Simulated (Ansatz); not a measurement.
Given:

NbAs:
Space group Pm-3m (No. 221); a = 3.1802 Å, b = 3.1802 Å, c = 3.1802 Å, α = 90.00°, β = 90.00°, γ = 90.00°

```json
[
 {"atom": "Nb", "site": "1a", "symmetry": "m-3m", "x": "0.0000", "y": "0.0000", "z": "0.0000"},
 {"atom": "As", "site": "1b", "symmetry": "m-3m", "x": "0.5000", "y": "0.5000", "z": "0.5000"}
]
```

This is the PBEsol-relaxed structure.

Problem. All from the program Ansatz at the PBEsol level (PAW), unless another level is named. Predict the electronic character.

Solution. metallic (no gap).

Problem. What about the formation energy from the elements (no fitted shifts)?

Solution. -49 kJ/mol of atoms.

Problem. Give the density of states at the Fermi level.

Solution. 0.58 states/eV per atom (mean over ±0.08 eV).

Problem. And the gap with spin–orbit coupling?

Solution. none (metallic).

The cell is a constructed one: a structure type filled with these elements; neither database checked (COD, Materials Project) lists it. COD files the formula under space group No. 109. Whether it is the stable phase at ambient conditions was not checked. Symmetry was held in the PBEsol relaxation; whether a distortion lowers the energy is not shown. No spin polarisation was allowed. The references are the lowest solids computed at this level, not always the standard phases. Spin–orbit coupling is left out wherever it is not named.

Potentials: the earlier of the program's two PAW sets. The files were generated under PBE; for other functionals the program regenerates the frozen cores, and for LDA and PBEsol the local potential too.
